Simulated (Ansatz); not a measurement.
ScOF:
Space group P2₁/c (No. 14); a = 5.1537 Å, b = 5.1246 Å, c = 5.2134 Å, α = γ = 90.00°, β = 99.99°

| atom | site | symmetry | x | y | z |
|---|---|---|---|---|---|
| Sc | 4e | 1 | 0.6917 | 0.4720 | 0.2880 |
| O | 4e | 1 | 0.4563 | 0.2462 | 0.4881 |
| F | 4e | 1 | 0.0573 | 0.6727 | 0.3410 |

Relaxed with PBEsol.

Problem. Give the optical modes at the zone centre with their infrared activity from DFPT, plane-wave PAW PBEsol (Ansatz code).

Solution. Transverse frequencies, without the LO–TO term; a row sums one degenerate level.

```csv
ω (cm⁻¹),degeneracy,IR ((D/Å)²/amu),activity,symmetry
86,1,0.00,IR-inactive,Ag
155,1,4.42,IR,Bu
168,1,4.19,IR,Au
210,1,0.00,IR-inactive,Ag
231,1,0.00,IR-inactive,Bg
234,1,0.00,IR-inactive,Ag
236,1,1.94,IR,Au
257,1,0.00,IR-inactive,Bg
259,1,0.00,IR-inactive,Ag
260,1,7.26,IR,Bu
264,1,2.83,IR,Au
268,1,0.00,IR-inactive,Bg
299,1,1.48,IR,Au
306,1,0.00,IR-inactive,Bg
315,1,4.19,IR,Bu
316,1,0.25,IR,Au
319,1,0.00,IR-inactive,Ag
327,1,0.00,IR-inactive,Ag
354,1,0.00,IR-inactive,Bg
369,1,39.25,IR,Bu
388,1,66.31,IR,Au
410,1,55.93,IR,Bu
415,1,0.00,IR-inactive,Ag
420,1,0.00,IR-inactive,Bg
424,1,6.32,IR,Au
441,1,0.00,IR-inactive,Ag
445,1,0.00,IR-inactive,Bg
454,1,13.02,IR,Bu
551,1,5.17,IR,Bu
557,1,0.00,IR-inactive,Bg
574,1,0.00,IR-inactive,Ag
661,1,2.54,IR,Au
663,1,0.00,IR-inactive,Bg
```

Problem. How high does the top mode go among those that the LO–TO term moves?

Solution. 644 cm⁻¹ for q along x, 717 cm⁻¹ for q along y, 687 cm⁻¹ for q along z.

Space group P2_1/c. The workflow started from a Materials Project entry (that database holds measured and hypothetical structures alike); the Crystallography Open Database copy checked does not list it. Whether it is the stable phase at ambient conditions was not checked. Symmetry was held in the PBEsol relaxation; of distortions, only those at the zone centre were tested. The run is not spin-polarised.

Potentials: the later of the program's two PAW sets.
